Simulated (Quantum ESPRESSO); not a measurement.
Ga4O4NF, input and log of a self-consistent run

Simulated, not a measurement. The program is pw.x of Quantum ESPRESSO 7.5 (plane-wave density functional theory). The cell is made up: 10 atoms on a corundum lattice, with randomly drawn elements, strain and displacements, not relaxed. PseudoDojo standard norm-conserving files (v0.5 for PBE, v0.4.1 for LDA and PBEsol) set the functional; there is no spin polarisation, spin-orbit coupling or dispersion term, and the masses in the input are unused placeholders.

Input:

```
&control calculation='scf', pseudo_dir='./dojo.nc.sr.pbe.v0_5.standard.upf', outdir='./o', disk_io='low', tprnfor=.true., tstress=.true. /
&system ibrav=0, nat=10, ntyp=4, nbnd=50, ecutwfc=84.00895049, nosym=.true., tot_charge=0,
 occupations='smearing', smearing='fd', degauss=0.0018374661
/
&electrons conv_thr=7.350e-09, electron_maxstep=60, /
ATOMIC_SPECIES
F 1.0 F.upf
Ga 1.0 Ga.upf
N 1.0 N.upf
O 1.0 O.upf
CELL_PARAMETERS angstrom
2.4461 1.3551 4.4452
-2.4989 1.3931 4.4624
0.0066 -2.8792 4.4959
ATOMIC_POSITIONS angstrom
Ga -0.0366 -0.0608 4.7442
Ga 0.0574 -0.0247 1.9625
Ga -0.0855 -0.0886 8.6754
Ga -0.0698 -0.1122 11.4248
O -1.097 1.3537 7.7995
O -0.7192 -1.6572 7.8189
O 1.6647 0.0217 7.8489
N 0.9574 -1.3931 5.5766
O 0.7455 1.5473 5.5562
F -1.7567 -0.1702 5.6055
K_POINTS automatic
5 5 5 1 1 1
```

The log is shortened where brackets say so; the opening notice, blank lines, dates and the lines on written files are dropped, and the path of the files is cut. It prints rydbergs, bohrs and kilobars, and counts compression as positive stress. With no partly filled state, the Fermi energy that it prints is only some level between the filled and the empty states on the mesh, and need not lie in the true gap.

```
     Program PWSCF v.7.5
     Parallel version (MPI & OpenMP), running on       4 processor cores
     Number of MPI processes:                 4
     Threads/MPI process:                     1
     [start-up lines left out]
     bravais-lattice index     =            0
     lattice parameter (alat)  =       9.9241  a.u.
     unit-cell volume          =     634.0340 (a.u.)^3
     number of atoms/cell      =           10
     number of atomic types    =            4
     number of electrons       =        88.00
     number of Kohn-Sham states=           50
     kinetic-energy cutoff     =      84.0090  Ry
     charge density cutoff     =     336.0358  Ry
     scf convergence threshold =      7.3E-09
     mixing beta               =       0.7000
     number of iterations used =            8  plain     mixing
     Exchange-correlation= PBE
                           (   1   4   3   4   0   0   0)
     [axes and pseudopotential details left out]
   Cartesian axes
     site n.     atom                  positions (alat units)
         1        Ga     tau(   1) = (  -0.0069693  -0.0115774   0.9033785  )
         2        Ga     tau(   2) = (   0.0109300  -0.0047033   0.3736943  )
         3        Ga     tau(   3) = (  -0.0162807  -0.0168710   1.6519476  )
         4        Ga     tau(   4) = (  -0.0132911  -0.0213648   2.1754814  )
         5        O      tau(   5) = (  -0.2088880   0.2577681   1.4851610  )
         6        O      tau(   6) = (  -0.1369482  -0.3155598   1.4888551  )
         7        O      tau(   7) = (   0.3169879   0.0041321   1.4945676  )
         8        N      tau(   8) = (   0.1823057  -0.2652706   1.0618820  )
         9        O      tau(   9) = (   0.1419562   0.2946329   1.0579975  )
        10        F      tau(  10) = (  -0.3345064  -0.0324091   1.0673851  )
     number of k points=    63  Fermi-Dirac smearing, width (Ry)=  0.0018
                       cart. coord. in units 2pi/alat
        k(    1) = (   0.0004179   0.0011668   0.1175557), wk =   0.0320000
        k(    2) = (  -0.0012099  -0.2450373   0.1935057), wk =   0.0320000
     [further k points left out]
     Dense  grid:    65965 G-vectors     FFT dimensions: (  60,  60,  60)
     Estimated max dynamical RAM per process >     205.08 MB
     Estimated total dynamical RAM >     771.99 MB
     Initial potential from superposition of free atoms
     starting charge      87.9893, renormalised to      88.0000
     Starting wfcs are   60 randomized atomic wfcs
     total cpu time spent up to now is        3.9 secs
     per-process dynamical memory:   164.7 Mb
     Self-consistent Calculation
     iteration #  1     ecut=    84.01 Ry     beta= 0.70
     Davidson diagonalization with overlap
     ethr =  1.00E-02,  avg # of iterations =  2.9
     total cpu time spent up to now is       11.5 secs
     total energy              =    -813.21626665 Ry
     estimated scf accuracy    <       2.36449938 Ry
     iteration #  2     ecut=    84.01 Ry     beta= 0.70
     Davidson diagonalization with overlap
     ethr =  2.69E-03,  avg # of iterations =  3.1
     total cpu time spent up to now is       19.1 secs
     total energy              =    -813.81735372 Ry
     estimated scf accuracy    <       2.46105737 Ry
     iteration #  3     ecut=    84.01 Ry     beta= 0.70
     Davidson diagonalization with overlap
     ethr =  2.69E-03,  avg # of iterations =  2.0
     total cpu time spent up to now is       26.1 secs
     total energy              =    -814.28443584 Ry
     estimated scf accuracy    <       0.07100639 Ry
     iteration #  4     ecut=    84.01 Ry     beta= 0.70
     Davidson diagonalization with overlap
     ethr =  8.07E-05,  avg # of iterations =  4.9
     total cpu time spent up to now is       34.0 secs
     total energy              =    -814.30524876 Ry
     estimated scf accuracy    <       0.00465129 Ry
     iteration #  5     ecut=    84.01 Ry     beta= 0.70
     Davidson diagonalization with overlap
     ethr =  5.29E-06,  avg # of iterations =  5.8
     total cpu time spent up to now is       42.5 secs
     total energy              =    -814.30580565 Ry
     estimated scf accuracy    <       0.00196940 Ry
     [iterations 6 to 7 left out]
     iteration #  8     ecut=    84.01 Ry     beta= 0.70
     Davidson diagonalization with overlap
     ethr =  4.62E-08,  avg # of iterations =  2.0
     total cpu time spent up to now is       63.4 secs
     total energy              =    -814.30603255 Ry
     estimated scf accuracy    <       0.00000617 Ry
     iteration #  9     ecut=    84.01 Ry     beta= 0.70
     Davidson diagonalization with overlap
     ethr =  7.01E-09,  avg # of iterations =  3.0
     total cpu time spent up to now is       70.5 secs
     total energy              =    -814.30603365 Ry
     estimated scf accuracy    <       0.00000151 Ry
     iteration # 10     ecut=    84.01 Ry     beta= 0.70
     Davidson diagonalization with overlap
     ethr =  1.72E-09,  avg # of iterations =  2.0
     total cpu time spent up to now is       77.0 secs
     total energy              =    -814.30603376 Ry
     estimated scf accuracy    <       0.00000015 Ry
     iteration # 11     ecut=    84.01 Ry     beta= 0.70
     Davidson diagonalization with overlap
     ethr =  1.71E-10,  avg # of iterations =  3.4
     total cpu time spent up to now is       85.2 secs
     total energy              =    -814.30603381 Ry
     estimated scf accuracy    <       0.00000004 Ry
     iteration # 12     ecut=    84.01 Ry     beta= 0.70
     Davidson diagonalization with overlap
     ethr =  4.07E-11,  avg # of iterations =  2.0
     total cpu time spent up to now is       91.8 secs
     End of self-consistent calculation
          k = 0.0004 0.0012 0.1176 (  8268 PWs)   bands (ev):
   -14.7672  -7.8589  -6.3823  -6.2860  -6.1836  -2.9521  -2.3513  -2.2699
    -2.0950  -2.0834  -2.0328  -2.0147  -1.9775  -1.9472  -1.9122  -1.9004
    -1.8210  -1.8128  -1.7906  -1.7446  -1.7380  -1.6757  -1.5852  -1.3197
    -0.9837   0.5109   2.2491   2.7887   3.9751   4.7829   4.9264   5.8276
     6.8044   7.0923   7.6476   7.8454   9.0831   9.3786  10.0023  10.3938
    10.4597  10.9075  11.4577  11.8674  14.0025  17.2872  17.6029  19.3299
    20.4525  21.0096
     [levels at the other k points left out]
     the Fermi energy is    13.3241 ev
!    total energy              =    -814.30603382 Ry
     estimated scf accuracy    <          6.4E-09 Ry
     smearing contrib. (-TS)   =      -0.00000000 Ry
     internal energy E=F+TS    =    -814.30603382 Ry
     The total energy is F=E-TS. E is the sum of the following terms:
     one-electron contribution =    -216.45348897 Ry
     hartree contribution      =     195.57423834 Ry
     xc contribution           =    -219.48840068 Ry
     ewald contribution        =    -573.93838251 Ry
     convergence has been achieved in  12 iterations
     Forces acting on atoms (cartesian axes, Ry/au):
     atom    1 type  2   force =     0.09105886    0.01055117   -0.01538359
     atom    2 type  2   force =    -0.06758330    0.12945983   -0.00577638
     atom    3 type  2   force =    -0.05316148   -0.05153142   -0.05367310
     atom    4 type  2   force =    -0.04682086   -0.05900781    0.05689423
     atom    5 type  4   force =     0.08258393   -0.01403331   -0.00347267
     atom    6 type  4   force =    -0.06746399    0.01187480   -0.00122947
     atom    7 type  4   force =    -0.01096653    0.02241698   -0.00664230
     atom    8 type  3   force =     0.03525362   -0.05491890    0.02641988
     atom    9 type  4   force =     0.00175235   -0.02361462    0.00977797
     atom   10 type  1   force =     0.03534739    0.02880328   -0.00691458
     Total force =     0.259623     Total SCF correction =     0.000193
     Computing stress (Cartesian axis) and pressure
          total   stress  (Ry/bohr**3)                   (kbar)     P=      241.04
   0.00135536   0.00021958  -0.00014048          199.38       32.30      -20.67
   0.00021958   0.00192158   0.00036243           32.30      282.67       53.32
  -0.00014048   0.00036243   0.00163865          -20.67       53.32      241.05
     init_run     :      3.67s CPU      3.83s WALL (       1 calls)
     electrons    :     87.34s CPU     87.93s WALL (       1 calls)
     forces       :      1.08s CPU      1.08s WALL (       1 calls)
     stress       :      3.44s CPU      3.44s WALL (       1 calls)
     [timing details left out]
     PWSCF        :   1m35.62s CPU   1m36.39s WALL
     JOB DONE.
```

In other units: free energy -11079.198 eV for the cell, pressure 24.10 GPa, largest force component 3.329 eV/Å. A rerun of a related cell, with the same atoms placed differently, at a cutoff of 1437 eV and k mesh 7 x 7 x 7 moved values by no more than 0.004 eV in energy, 0.02 GPa in stress and 0.002 eV/Å in force.